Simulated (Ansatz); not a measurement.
CuI (zinc blende, space group No. 216), a = b = c = 6.0790 Å, α = β = γ = 90.00°; the cell used has 2 atoms.

Relaxed with PBE. Independent-particle spectrum: no excitons, no local fields, no scissors shift; 0.1 eV broadening; ε₁ of the summed bands alone.

**Question.** Tabulate the dielectric function from PBE in the plane-wave PAW code Ansatz.

**Answer.** 

| E (eV) | ε₁ xx | ε₂ xx |
|---|---|---|
| 0.0 | 6.65 | 0.00 |
| 0.3 | 6.69 | 0.00 |
| 0.6 | 6.82 | 0.00 |
| 0.9 | 7.10 | 0.00 |
| 1.2 | 7.63 | 0.55 |
| 1.5 | 7.44 | 0.93 |
| 1.8 | 7.50 | 1.09 |
| 2.1 | 7.75 | 1.27 |
| 2.4 | 8.26 | 1.62 |
| 2.7 | 9.17 | 2.87 |
| 3.0 | 7.15 | 4.46 |
| 3.3 | 6.61 | 3.58 |
| 3.6 | 7.07 | 3.16 |
| 3.9 | 8.43 | 3.26 |
| 4.2 | 11.02 | 8.05 |
| 4.5 | 3.23 | 8.11 |
| 4.8 | 3.48 | 5.62 |
| 5.1 | 4.08 | 4.63 |
| 5.4 | 5.71 | 4.19 |
| 5.7 | 7.98 | 7.81 |
| 6.0 | 3.64 | 10.56 |
| 6.3 | 2.23 | 7.22 |
| 6.6 | 4.26 | 9.10 |
| 6.9 | -1.40 | 13.15 |
| 7.2 | -4.29 | 7.15 |
| 7.5 | -3.20 | 4.90 |
| 7.8 | -2.27 | 3.54 |
| 8.1 | -1.01 | 3.00 |
| 8.4 | -0.43 | 4.10 |
| 8.7 | -0.42 | 3.82 |
| 9.0 | -1.13 | 4.13 |
| 9.3 | -1.41 | 4.03 |
| 9.6 | -2.34 | 3.39 |
| 9.9 | -2.28 | 2.46 |
| 10.2 | -1.90 | 1.86 |
| 10.5 | -1.58 | 1.48 |
| 10.8 | -1.18 | 1.34 |
| 11.1 | -0.99 | 1.27 |
| 11.4 | -0.80 | 1.10 |
| 11.7 | -0.60 | 1.19 |
| 12.0 | -0.56 | 1.24 |

**Question.** From ε at 1.4 eV (xx: 7.47 + 0.86i), find n, k, the normal reflectivity and the absorption coefficient.

**Answer.** n = 2.74, k = 0.157, R = 22 %, α = 2kE/ħc = 22000 cm⁻¹.

With all bands, ε∞ without local fields is 6.78. DFPT, with local fields, gives 6.37.

Space group F-43m (zinc blende). The PBE relaxation kept the symmetry of its start; phonons on a q-mesh show no instability. The run is not spin-polarised. Scalar-relativistic: spin–orbit coupling is off unless named, which matters more the heavier the elements.

Potentials: the later of the program's two PAW sets.
